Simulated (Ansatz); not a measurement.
In₂Bi:
```cif
data_Bi2In4
_chemical_formula_sum 'In4 Bi2'
_space_group_name_H-M_alt 'P63/mmc'
_space_group_IT_number 194
_space_group_name_Hall '-P 6c 2c'
_cell_length_a 5.41201
_cell_length_b 5.41201
_cell_length_c 6.37144
_cell_angle_alpha 90.000
_cell_angle_beta 90.000
_cell_angle_gamma 120.000
loop_
_atom_site_label
_atom_site_type_symbol
_atom_site_symmetry_multiplicity
_atom_site_Wyckoff_symbol
_atom_site_fract_x
_atom_site_fract_y
_atom_site_fract_z
_atom_site_occupancy
In1 In 2 a 0.00000 0.00000 0.00000 1
In2 In 2 d 0.66667 0.33333 0.25000 1
Bi1 Bi 2 c 0.33333 0.66667 0.25000 1
```

Relaxed with LDA.

Problem. Which orbitals make up the states near the Fermi level in the program Ansatz at the LDA level (PAW)?

Solution. Within 0.5 eV of the Fermi level: In 5p 42 %, Bi 6p 34 %, In 5s 18 %. Projections are on Löwdin-orthogonalised atomic valence shells; empty p or d shells of many metals are not among them.

Problem. Tabulate the density of states.

Solution. States/eV per cell of 6 atoms, in 0.25 eV bins, energy from the Fermi level.

| E (eV) | total | In 5p | Bi 6p | In 5s |
|---|---|---|---|---|
| -7.85 | 0.00 | 0.00 | 0.00 | 0.00 |
| -7.60 | 0.00 | 0.00 | 0.00 | 0.00 |
| -7.35 | 0.07 | 0.02 | 0.02 | 0.04 |
| -7.10 | 2.60 | 0.55 | 0.66 | 1.24 |
| -6.85 | 2.53 | 0.53 | 0.69 | 1.17 |
| -6.60 | 2.43 | 0.45 | 0.68 | 1.11 |
| -6.35 | 2.26 | 0.39 | 0.60 | 1.04 |
| -6.10 | 2.48 | 0.43 | 0.62 | 1.15 |
| -5.85 | 2.75 | 0.51 | 0.65 | 1.30 |
| -5.60 | 2.31 | 0.49 | 0.52 | 1.09 |
| -5.35 | 1.35 | 0.33 | 0.29 | 0.64 |
| -5.10 | 1.47 | 0.40 | 0.31 | 0.70 |
| -4.85 | 1.93 | 0.53 | 0.39 | 0.92 |
| -4.60 | 1.92 | 0.55 | 0.37 | 0.91 |
| -4.35 | 1.78 | 0.52 | 0.34 | 0.84 |
| -4.10 | 2.42 | 0.71 | 0.48 | 1.11 |
| -3.85 | 1.93 | 0.58 | 0.40 | 0.87 |
| -3.60 | 1.54 | 0.51 | 0.37 | 0.61 |
| -3.35 | 1.85 | 0.74 | 0.58 | 0.48 |
| -3.10 | 2.16 | 0.92 | 0.75 | 0.43 |
| -2.85 | 2.57 | 1.07 | 0.92 | 0.49 |
| -2.60 | 2.71 | 1.13 | 1.05 | 0.43 |
| -2.35 | 3.60 | 1.42 | 1.41 | 0.64 |
| -2.10 | 2.89 | 1.09 | 1.15 | 0.52 |
| -1.85 | 2.97 | 1.04 | 1.23 | 0.58 |
| -1.60 | 3.43 | 1.07 | 1.52 | 0.71 |
| -1.35 | 3.70 | 1.07 | 1.78 | 0.72 |
| -1.10 | 3.26 | 0.95 | 1.57 | 0.62 |
| -0.85 | 2.96 | 0.88 | 1.39 | 0.58 |
| -0.60 | 2.73 | 0.84 | 1.22 | 0.54 |
| -0.35 | 3.02 | 1.02 | 1.28 | 0.57 |
| -0.10 | 2.51 | 1.15 | 0.80 | 0.42 |
| 0.15 | 2.42 | 1.14 | 0.70 | 0.42 |
| 0.40 | 3.03 | 1.38 | 0.85 | 0.60 |
| 0.65 | 3.09 | 1.45 | 0.86 | 0.60 |
| 0.90 | 2.51 | 1.23 | 0.67 | 0.45 |
| 1.15 | 2.72 | 1.39 | 0.68 | 0.47 |
| 1.40 | 3.23 | 1.79 | 0.76 | 0.47 |
| 1.65 | 3.39 | 1.97 | 0.77 | 0.42 |
| 1.90 | 3.43 | 2.14 | 0.70 | 0.34 |
| 2.15 | 3.53 | 2.29 | 0.73 | 0.27 |
| 2.40 | 3.82 | 2.26 | 0.92 | 0.37 |
| 2.65 | 3.15 | 1.88 | 0.71 | 0.33 |
| 2.90 | 3.55 | 2.05 | 0.86 | 0.35 |
| 3.15 | 3.91 | 2.30 | 0.95 | 0.33 |
| 3.40 | 3.37 | 2.00 | 0.80 | 0.26 |
| 3.65 | 2.95 | 1.73 | 0.74 | 0.20 |
| 3.90 | 3.31 | 1.94 | 0.70 | 0.30 |
| 4.15 | 3.93 | 2.41 | 0.80 | 0.25 |
| 4.40 | 3.94 | 2.51 | 0.76 | 0.17 |
| 4.65 | 3.83 | 2.40 | 0.76 | 0.15 |

Space group P6_3/mmc. The workflow started from a Materials Project entry (that database holds measured and hypothetical structures alike); the Crystallography Open Database files this formula in space group No. 194, but the cells were not matched. Its standing as an ambient phase is unchecked. The LDA relaxation kept the symmetry of its start; of distortions, only those at the zone centre were tested. Spin–orbit coupling is left out wherever it is not named.

Potentials: the later of the program's two PAW sets.
